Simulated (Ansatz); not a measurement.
# Zn (P6_3/mmc) under several functionals

Plane-wave DFT in Ansatz with scalar-relativistic PAW potentials. The same structure was relaxed (cell and atoms, symmetry kept) in separate runs at each level. No spin polarisation.

| level | cutoff (eV) | k mesh | V (Å³/atom) | a (Å) | c (Å) |
| --- | --- | --- | --- | --- | --- |
| PBEsol | 420 | 18×18×10 | 14.271 | 2.590 | 4.914 |
| r2SCAN | 500 | 18×18×10 | 14.537 | 2.596 | 4.983 |
| PBE | 420 | 18×18×10 | 15.313 | 2.635 | 5.092 |

Q: Where does PBE+D3(BJ) (420 eV, k mesh 18×18×10) fall?

A: V (Å³/atom) 14.349, a (Å) 2.600, c (Å) 4.900. Its volume is between those of PBEsol and r2SCAN. The usual order of volumes, PBEsol < PBE, holds here (14.271, 15.313 Å³/atom). As a rule PBEsol, built on the gradient expansion of slowly varying densities, lies between LDA and PBE; PBE's stronger gradient term for exchange weakens bonds. Adding D3 to PBE changes the volume by -6.3 %; the term is attractive, so it pulls cells in. In metals the pairwise form ignores screening by the conduction electrons and often pulls in too far. r2SCAN lies 5.1 % under PBE in volume.